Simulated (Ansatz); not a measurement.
Sb:
```
Sb
1.0
    2.16094     1.24762     3.68851
   -2.16094     1.24762     3.68851
    0.00000    -2.49523     3.68851
Sb
2
Direct
  0.23566   0.23566   0.23566
  0.76434   0.76434   0.76434
```

Relaxed with PBEsol (plane waves, PAW; program Ansatz). Indices refer to the conventional cell of R-3m, a = b = 4.3219 Å, c = 11.0655 Å, α = β = 90.00°, γ = 120.00°.

Task: Simulate the powder diffraction pattern (Cu Kα, λ = 1.54184 Å; lines above 1 %) up to 2θ = 90°.

Result: Simulated powder pattern, Cu Kα, λ = 1.54184 Å (kinematic, ideal powder, no thermal factors, no anomalous dispersion; the 30 strongest lines at most, above 1 %, up to 2θ = 90°):

```json
[
 {"2θ (°)": "24.13", "d (Å)": "3.689", "I/Imax (%)": "3.8", "hkl": "(0003)"},
 {"2θ (°)": "25.12", "d (Å)": "3.546", "I/Imax (%)": "1.2", "hkl": "(1 0 -1 1)"},
 {"2θ (°)": "28.80", "d (Å)": "3.100", "I/Imax (%)": "100", "hkl": "(0 1 -1 2)"},
 {"2θ (°)": "40.55", "d (Å)": "2.225", "I/Imax (%)": "36", "hkl": "(1 0 -1 4)"},
 {"2θ (°)": "41.80", "d (Å)": "2.161", "I/Imax (%)": "37", "hkl": "(1 1 -2 0)"},
 {"2θ (°)": "47.74", "d (Å)": "1.905", "I/Imax (%)": "4.8", "hkl": "(0 1 -1 5)"},
 {"2θ (°)": "48.85", "d (Å)": "1.865", "I/Imax (%)": "3.4", "hkl": "(1 1 -2 3)"},
 {"2θ (°)": "49.42", "d (Å)": "1.844", "I/Imax (%)": "5.6", "hkl": "(0006)"},
 {"2θ (°)": "51.55", "d (Å)": "1.773", "I/Imax (%)": "19", "hkl": "(2 0 -2 2)"},
 {"2θ (°)": "59.65", "d (Å)": "1.550", "I/Imax (%)": "11", "hkl": "(0 2 -2 4)"},
 {"2θ (°)": "63.93", "d (Å)": "1.456", "I/Imax (%)": "3.6", "hkl": "(1 0 -1 7)"},
 {"2θ (°)": "65.30", "d (Å)": "1.429", "I/Imax (%)": "1.8", "hkl": "(2 0 -2 5)"},
 {"2θ (°)": "66.67", "d (Å)": "1.403", "I/Imax (%)": "13", "hkl": "(1 1 -2 6)"},
 {"2θ (°)": "68.46", "d (Å)": "1.371", "I/Imax (%)": "16", "hkl": "(1 2 -3 2)"},
 {"2θ (°)": "72.91", "d (Å)": "1.297", "I/Imax (%)": "4.0", "hkl": "(0 1 -1 8)"},
 {"2θ (°)": "75.48", "d (Å)": "1.260", "I/Imax (%)": "11", "hkl": "(2 1 -3 4)"},
 {"2θ (°)": "76.33", "d (Å)": "1.248", "I/Imax (%)": "6.2", "hkl": "(3 0 -3 0)"},
 {"2θ (°)": "77.66", "d (Å)": "1.230", "I/Imax (%)": "1.0", "hkl": "(0009)"},
 {"2θ (°)": "79.34", "d (Å)": "1.208", "I/Imax (%)": "1.9", "hkl": "(0 2 -2 7)"},
 {"2θ (°)": "80.60", "d (Å)": "1.192", "I/Imax (%)": "2.0", "hkl": "(1 2 -3 5)"},
 {"2θ (°)": "87.75", "d (Å)": "1.112", "I/Imax (%)": "2.5", "hkl": "(2 0 -2 8)"}
]
```

The PBEsol relaxation kept the symmetry of its start. Spin–orbit coupling is left out wherever it is not named.

Potentials: the earlier of the program's two PAW sets. The files were generated under PBE; for other functionals the program regenerates the frozen cores, and for LDA and PBEsol the local potential too.
